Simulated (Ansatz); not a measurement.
AgI:
```
AgI
1.0
    4.43616     0.00000     0.00000
   -2.21808     3.84183     0.00000
    0.00000     0.00000    14.61209
Ag I
4 4
Direct
  0.00000   0.00000   0.32149
  0.00000   0.00000   0.82149
  0.66667   0.33333   0.42876
  0.33333   0.66667   0.92876
  0.00000   0.00000   0.01833
  0.00000   0.00000   0.51833
  0.66667   0.33333   0.23142
  0.33333   0.66667   0.73142
```

Relaxed with PBE+D3(BJ). Special points in fractions of this cell's reciprocal vectors: Γ (0.000, 0.000, 0.000); M (0.500, 0.000, 0.000); K (0.333, 0.333, 0.000); A (0.000, 0.000, 0.500); L (0.500, 0.000, 0.500); H (0.333, 0.333, 0.500).

**Question.** List the band energies nearest the valence-band maximum at these points for the program Ansatz at the PBE+D3(BJ) level (PAW).

**Answer.** In eV from the valence-band maximum; about four levels below and three above (degenerate sets whole), none deeper than 8.9 eV; points with the same levels are listed once.

```tsv
k	below	above
Γ	-0.27 -0.27 -0.21 0.00 0.00	1.45 2.97 3.26
M	-1.10 -0.97 -0.58 -0.16	2.61 2.96 4.01
K	-1.36 -1.36 -0.99 -0.74 -0.74	3.49 3.84 3.84
A	-0.09 -0.09 -0.09 -0.09	2.15 2.15 3.44 3.44
L	-1.17 -1.17 -0.35 -0.35	3.05 3.05 3.67 3.67
H	-1.30 -1.30 -0.64 -0.64	3.55 3.55 3.91 3.91
```

Space group P6_3mc. The first step of the workflow began from a Materials Project structure, measured or hypothetical. Its sites differ from those of the usual phase in this space group: another stacking or structure type. Symmetry was held in the PBE+D3(BJ) relaxation; its stability against distortions is not shown here. The run is not spin-polarised. Scalar-relativistic: spin–orbit coupling is off unless named, which matters more the heavier the elements.

Potentials: the earlier of the program's two PAW sets.
